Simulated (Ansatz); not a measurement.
Total density of states per atom from DFT-r²SCAN in the program Ansatz with PAW potentials, in 0.25 eV bins, energy from the Fermi level:

```tsv
E (eV)	states/eV/atom
-7.85	0.12
-7.60	0.13
-7.35	0.14
-7.10	0.16
-6.85	0.17
-6.60	0.19
-6.35	0.22
-6.10	0.26
-5.85	0.32
-5.60	0.45
-5.35	0.81
-5.10	1.12
-4.85	1.24
-4.60	1.90
-4.35	2.09
-4.10	1.98
-3.85	2.01
-3.60	2.80
-3.35	3.34
-3.10	3.84
-2.85	2.67
-2.60	2.97
-2.35	3.30
-2.10	2.94
-1.85	4.58
-1.60	1.71
-1.35	0.38
-1.10	0.35
-0.85	0.33
-0.60	0.31
-0.35	0.30
-0.10	0.29
0.15	0.28
0.40	0.27
0.65	0.26
0.90	0.26
1.15	0.25
1.40	0.25
1.65	0.25
1.90	0.24
2.15	0.22
2.40	0.21
2.65	0.20
2.90	0.19
3.15	0.17
3.40	0.16
3.65	0.15
3.90	0.13
4.15	0.17
4.40	0.26
4.65	0.27
```

Task: Pick the material that matches.
(A) LaCuGe2, Cmcm (La on 4c, Cu on 4c, Ge on 4c, Ge on 4c)
(B) CuSe2, Pnnm (Cu on 2a, Se on 4g)
(C) Cu, fcc (Cu type)
(D) Fe, bcc (W type)

Result: C, Cu, fcc (Cu type). Within 0.5 eV of the Fermi level: Cu 4s 42 %, Cu 3d 34 %, outside the projected shells 23 %. Projections are on Löwdin-orthogonalised atomic valence shells; empty p or d shells of many metals are not among them.

Space group Fm-3m (fcc (Cu type)). Symmetry was held in the r²SCAN relaxation. No spin polarisation was allowed.

Potentials: the earlier of the program's two PAW sets.
